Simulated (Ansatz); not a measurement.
Relaxed-ion elastic tensor of SnO2 (rutile, P4_2/mnm) in GPa (Voigt order), plane-wave PAW LDA (Ansatz code); density 7.05 g/cm³, 11.84 Å³ per atom.

```
 249   179   155   0.0   0.0   0.0
 179   249   155   0.0   0.0   0.0
 155   155   431   0.0   0.0   0.0
 0.0   0.0   0.0  94.7   0.0   0.0
 0.0   0.0   0.0   0.0  94.7   0.0
 0.0   0.0   0.0   0.0   0.0   204
```

Q: Is the crystal mechanically stable?

A: Yes: the smallest eigenvalue of C is 69.4 GPa.

Q: Work out the Voigt, Reuss and Hill averages.

A: K_V = 212, K_R = 204, K_H = 208; G_V = 108, G_R = 77.9, G_H = 92.9 GPa.

Q: Give Young's modulus, Poisson's ratio, Pugh's ratio and the universal anisotropy index.

A: E = 9KG/(3K + G) = 242 GPa; ν = 0.31; K/G = 2.24 (ductile by the Pugh limit of 1.75); A_U = 5G_V/G_R + K_V/K_R − 6 = 1.97.

Q: Estimate the sound speeds and the Debye temperature.

A: v_l = √((K + 4G/3)/ρ) = 6860 m/s, v_t = √(G/ρ) = 3630 m/s, mean 4060 m/s; Θ = (h/k)(3n/4πV)^(1/3) v_m = 530 K.

Q: How much does each axis shrink under pressure?

A: Linear compressibilities β_i = Σ_j S_ij (j = 1 to 3): x 2.0, y 2.0, z 0.86 per TPa.

The LDA relaxation kept the symmetry of its start. Spin–orbit coupling is left out wherever it is not named.

Potentials: the earlier of the program's two PAW sets. The files were generated under PBE; for other functionals the program regenerates the frozen cores, and for LDA and PBEsol the local potential too.
